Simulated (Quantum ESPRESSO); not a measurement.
Band energies of RbBH4

```xyz
6
Lattice="0.0000 3.4532 3.4532 3.4532 0.0000 3.4532 3.4532 3.4532 0.0000" Properties=species:S:1:pos:R:3 pbc="T T T"
H      4.1606     2.7459     4.1606
H      4.1606     4.1606     2.7459
H      2.7459     2.7459     2.7459
H      2.7459     4.1606     4.1606
B      3.4532     3.4532     3.4532
Rb     0.0000     0.0000     0.0000
```

PBEsol (Quantum ESPRESSO, PseudoDojo norm-conserving, 76 Ry, scalar-relativistic); path ΓXWKΓLUWLK,UX; energies in eV from the valence-band maximum.

```
k (1/Å)  point  band 4  band 5  band 6  band 7  band 8  band 9  band 10  band 11
-------  -----  ------  ------  ------  ------  ------  ------  -------  -------
0.00         Γ   -7.71   -5.71    0.00    0.00    0.00    6.17     7.51     7.51
0.45             -7.75   -5.35   -0.65   -0.07   -0.07    6.39     7.21     8.97
0.91         X   -7.79   -5.33   -0.75   -0.11   -0.11    5.91     8.26     9.73
1.14             -7.80   -5.25   -0.75   -0.25   -0.13    6.30     8.57     8.82
1.36         W   -7.83   -5.17   -0.75   -0.39   -0.16    7.18     7.58     8.93
1.36         K   -7.76   -5.18   -0.79   -0.29   -0.19    6.64     8.40     9.02
1.85             -7.71   -5.24   -0.71   -0.20   -0.13    7.07     7.40     8.15
2.33         Γ   -7.71   -5.71    0.00    0.00    0.00    6.17     7.51     7.51
2.72             -7.72   -5.33   -0.57   -0.13   -0.13    6.88     7.48     8.14
3.12         L   -7.72   -4.96   -1.10   -0.26   -0.26    7.19     8.34     9.70
3.30             -7.73   -5.00   -1.04   -0.27   -0.25    7.25     8.12     9.54
3.67         U   -7.76   -5.18   -0.79   -0.29   -0.19    6.64     8.40     9.02
4.00         W   -7.83   -5.17   -0.75   -0.39   -0.16    7.18     7.58     8.93
4.16             -7.78   -5.14   -0.81   -0.36   -0.18    7.25     7.62     9.07
4.64         L   -7.72   -4.96   -1.10   -0.26   -0.26    7.19     8.34     9.70
4.86             -7.73   -5.02   -1.02   -0.28   -0.24    7.26     8.06     9.51
5.20         K   -7.76   -5.18   -0.79   -0.29   -0.19    6.64     8.40     9.02
5.20         U   -7.76   -5.18   -0.79   -0.29   -0.19    6.64     8.40     9.02
5.52         X   -7.79   -5.33   -0.75   -0.11   -0.11    5.91     8.26     9.73
```

The PBEsol gap is indirect, 5.91 eV, from Γ to X; the smallest direct gap is 6.02 eV.

Geometry of the Materials Project entry, not relaxed at this level.

The structure is a Materials Project entry; no match was found in the copy of COD used, and its stability was not checked.
